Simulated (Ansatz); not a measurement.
Bi2Mo:
```xyz
6
Lattice="5.3699 1.8619 0.0000 -5.3699 1.8619 0.0000 -4.2061 0.0000 7.2961" Properties=species:S:1:pos:R:3 pbc="T T T"
Mo    -4.6555     1.8619     1.3488
Mo     0.4494     1.8619     5.9473
Bi     1.7758     1.8619     3.2682
Bi    -5.9819     1.8619     4.0279
Bi    -2.7209     1.8619     6.4798
Bi    -1.4852     1.8619     0.8163
```

Relaxed with r²SCAN.

**Question.** Which orbitals make up the states near the Fermi level in the program Ansatz at the r²SCAN level (PAW)?

**Answer.** Within 0.5 eV of the Fermi level: Mo 4d 71 %, Bi 6p 20 %, Bi 6s 6 %. Projections are on Löwdin-orthogonalised atomic valence shells; empty p or d shells of many metals are not among them.

**Question.** Tabulate the density of states.

**Answer.** States/eV per cell of 6 atoms, in 0.25 eV bins, energy from the Fermi level.

| E (eV) | total | Bi 6p | Mo 4d | Bi 6s |
|---|---|---|---|---|
| -7.85 | 0.00 | 0.00 | 0.00 | 0.00 |
| -7.60 | 0.00 | 0.00 | 0.00 | 0.00 |
| -7.35 | 0.00 | 0.00 | 0.00 | 0.00 |
| -7.10 | 0.00 | 0.00 | 0.00 | 0.00 |
| -6.85 | 0.00 | 0.00 | 0.00 | 0.00 |
| -6.60 | 0.00 | 0.00 | 0.00 | 0.00 |
| -6.35 | 0.00 | 0.00 | 0.00 | 0.00 |
| -6.10 | 0.11 | 0.08 | 0.01 | 0.00 |
| -5.85 | 0.72 | 0.50 | 0.09 | 0.01 |
| -5.60 | 1.88 | 1.31 | 0.26 | 0.05 |
| -5.35 | 3.09 | 2.24 | 0.48 | 0.08 |
| -5.10 | 4.40 | 3.14 | 0.79 | 0.13 |
| -4.85 | 3.11 | 2.19 | 0.55 | 0.13 |
| -4.60 | 3.39 | 2.38 | 0.64 | 0.16 |
| -4.35 | 2.58 | 1.78 | 0.52 | 0.14 |
| -4.10 | 2.63 | 1.79 | 0.59 | 0.11 |
| -3.85 | 3.56 | 2.32 | 0.85 | 0.18 |
| -3.60 | 3.42 | 2.08 | 0.97 | 0.18 |
| -3.35 | 3.81 | 2.20 | 1.23 | 0.17 |
| -3.10 | 4.48 | 2.56 | 1.59 | 0.14 |
| -2.85 | 4.99 | 2.73 | 1.92 | 0.13 |
| -2.60 | 5.01 | 2.42 | 2.27 | 0.12 |
| -2.35 | 7.60 | 3.24 | 4.02 | 0.11 |
| -2.10 | 7.85 | 2.85 | 4.69 | 0.10 |
| -1.85 | 5.44 | 2.13 | 3.07 | 0.08 |
| -1.60 | 6.60 | 2.77 | 3.53 | 0.09 |
| -1.35 | 5.43 | 1.89 | 3.33 | 0.08 |
| -1.10 | 4.19 | 1.43 | 2.57 | 0.07 |
| -0.85 | 3.09 | 0.93 | 2.01 | 0.06 |
| -0.60 | 1.93 | 0.41 | 1.41 | 0.08 |
| -0.35 | 4.01 | 0.70 | 3.04 | 0.18 |
| -0.10 | 2.90 | 0.60 | 2.07 | 0.14 |
| 0.15 | 4.89 | 0.97 | 3.45 | 0.31 |
| 0.40 | 5.15 | 1.12 | 3.51 | 0.33 |
| 0.65 | 6.20 | 1.46 | 4.15 | 0.36 |
| 0.90 | 4.52 | 1.27 | 2.83 | 0.26 |
| 1.15 | 3.75 | 1.09 | 2.30 | 0.19 |
| 1.40 | 5.17 | 1.72 | 2.82 | 0.32 |
| 1.65 | 4.20 | 1.64 | 2.05 | 0.22 |
| 1.90 | 3.09 | 1.44 | 1.29 | 0.15 |
| 2.15 | 3.57 | 1.84 | 1.33 | 0.13 |
| 2.40 | 2.92 | 1.57 | 1.03 | 0.09 |
| 2.65 | 2.43 | 1.35 | 0.82 | 0.07 |
| 2.90 | 3.32 | 1.86 | 1.05 | 0.07 |
| 3.15 | 3.84 | 2.23 | 1.10 | 0.07 |
| 3.40 | 3.88 | 2.30 | 0.98 | 0.05 |
| 3.65 | 5.16 | 3.10 | 1.27 | 0.05 |
| 3.90 | 6.09 | 3.90 | 1.34 | 0.05 |
| 4.15 | 4.74 | 3.10 | 0.96 | 0.04 |
| 4.40 | 3.42 | 2.19 | 0.60 | 0.04 |
| 4.65 | 3.20 | 1.97 | 0.48 | 0.04 |

Space group C2/m. The start of the workflow was typed in or built on a structure type; neither database checked (COD, Materials Project) lists it. Whether it is the stable phase at ambient conditions was not checked. Symmetry was held in the r²SCAN relaxation; its stability against distortions is not shown here. The run is not spin-polarised. The volume moved by -16 % from the start of the relaxation. Its formation energy is positive at this level, so the cell may be metastable or incomplete. Scalar-relativistic: spin–orbit coupling is off unless named, which matters more the heavier the elements.

Potentials: the earlier of the program's two PAW sets. The files were generated under PBE; for other functionals the program regenerates the frozen cores, and for LDA and PBEsol the local potential too.
